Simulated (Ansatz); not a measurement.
**Vibrational response of SrSnP**

Level of theory: DFT LDA, scalar-relativistic, plane waves, PAW in Ansatz. Plane waves to 420 eV; Γ-centred k mesh 8×8×4; Fermi-Dirac smearing of 0.15 eV. No spin polarisation. Phonons by linear response, acoustic sum rule imposed.

The cell, relaxed at this level:
```
CELL_PARAMETERS angstrom
4.28138 0.00000 0.00000
0.00000 4.28138 0.00000
0.00000 0.00000 8.76987
ATOMIC_POSITIONS crystal
Sr 0.00000 0.50000 0.66820
Sr 0.50000 0.00000 0.33180
Sn 0.50000 0.00000 0.94893
Sn 0.00000 0.50000 0.05107
P 0.00000 0.50000 0.32976
P 0.50000 0.00000 0.67024
```

In a metal, frequencies and elastic constants depend on the k mesh and the smearing, soft modes and shear constants most.

Optical modes at Γ; i marks an imaginary frequency:
```tsv
frequency (THz)	degeneracy
1.47	2
1.70	2
2.78	1
2.99	2
3.64	1
4.19	1
6.34	2
6.53	2
9.76	1
10.49	1
```

All 15 optical modes at Γ are real: no displacement of atoms at fixed cell lowers the energy to second order. Strains and modes at other wave vectors aren't tested by this run.

Whether SrSnP exists in this form wasn't checked.